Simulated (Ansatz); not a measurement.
AlGa3N4:
```
CELL_PARAMETERS angstrom
      4.46763     0.00000     0.00000
      0.00000     4.46763     0.00000
      0.00000     0.00000     4.46763
ATOMIC_POSITIONS crystal
  Al 0.00000 0.00000 0.00000
  Ga 0.50000 0.50000 0.00000
  Ga 0.00000 0.50000 0.50000
  Ga 0.50000 0.00000 0.50000
  N  0.75503 0.75503 0.24497
  N  0.75503 0.24497 0.75503
  N  0.24497 0.24497 0.24497
  N  0.24497 0.75503 0.75503
```

Tensor components refer to the Cartesian frame of this cell.

Give the proper piezoelectric stress tensor with relaxed ions from DFT-PBEsol in the program Ansatz with PAW potentials.

In C/m², rows x, y, z, Voigt columns; mesh uncertainty up to 0.01.
```
0.00  0.00  0.00  0.42  0.00  0.00
0.00  0.00  0.00  0.00  0.42  0.00
0.00  0.00  0.00  0.00  0.00  0.42
```

The elastic tensor of the same run (GPa):

```
     1    2    3    4    5    6
-  ---  ---  ---  ---  ---  ---
1  275  150  150  0.0  0.0  0.0
2  150  275  150  0.0  0.0  0.0
3  150  150  275  0.0  0.0  0.0
4  0.0  0.0  0.0  157  0.0  0.0
5  0.0  0.0  0.0  0.0  157  0.0
6  0.0  0.0  0.0  0.0  0.0  157
```

Convert to strain constants d = e·S.

In pC/N:
```
0.0  0.0  0.0  2.7  0.0  0.0
0.0  0.0  0.0  0.0  2.7  0.0
0.0  0.0  0.0  0.0  0.0  2.7
```

Space group P-43m. The first step of the workflow began from a Materials Project structure, measured or hypothetical; the Crystallography Open Database copy checked does not list it. With Al and Ga taken as one species the cell has the higher symmetry F-43m, so it may be an ordered model of a mixed-site phase. Whether it is the stable phase at ambient conditions was not checked. Symmetry was held in the PBEsol relaxation; of distortions, only those at the zone centre were tested.

Potentials: the later of the program's two PAW sets.
